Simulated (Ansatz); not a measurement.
BeTe:
```cif
data_Be4Te4
_chemical_formula_sum 'Te4 Be4'
_space_group_name_H-M_alt 'Fm-3m'
_space_group_IT_number 225
_space_group_name_Hall '-F 4 2 3'
_cell_length_a 5.35989
_cell_length_b 5.35989
_cell_length_c 5.35989
_cell_angle_alpha 90.000
_cell_angle_beta 90.000
_cell_angle_gamma 90.000
loop_
_atom_site_label
_atom_site_type_symbol
_atom_site_symmetry_multiplicity
_atom_site_Wyckoff_symbol
_atom_site_fract_x
_atom_site_fract_y
_atom_site_fract_z
_atom_site_occupancy
Te1 Te 4 a 0.00000 0.00000 0.00000 1
Be1 Be 4 b 0.50000 0.50000 0.50000 1
```
(The calculation used a cell of 2 atoms; values per cell refer to that cell.)

Relaxed with PBE.

Question: Decompose the optical modes at the zone centre into irreducible representations, and say which are infrared and Raman allowed.

Answer: Point group m-3m: Γ_opt = T1u. Infrared: T1u. Raman: none.

Question: Assign frequencies (DFPT, plane-wave PAW PBE (Ansatz code)).

Answer: T1u 142i cm⁻¹.

A made-up cell: these elements were put on the sites of a structure type; neither database checked (COD, Materials Project) lists it. COD files the formula under space group No. 216, so this cell is another polymorph or a model. Its standing as an ambient phase is unchecked. The cell was relaxed with PBE under the symmetry of its start. At this level the phase is dynamically unstable (imaginary phonons). As this level gives no gap, phonon frequencies hold no LO–TO term and depend on the k-mesh and smearing (Fermi–Dirac, 0.1 eV here). Scalar-relativistic: spin–orbit coupling is off unless named, which matters more the heavier the elements.

Potentials: the later of the program's two PAW sets.
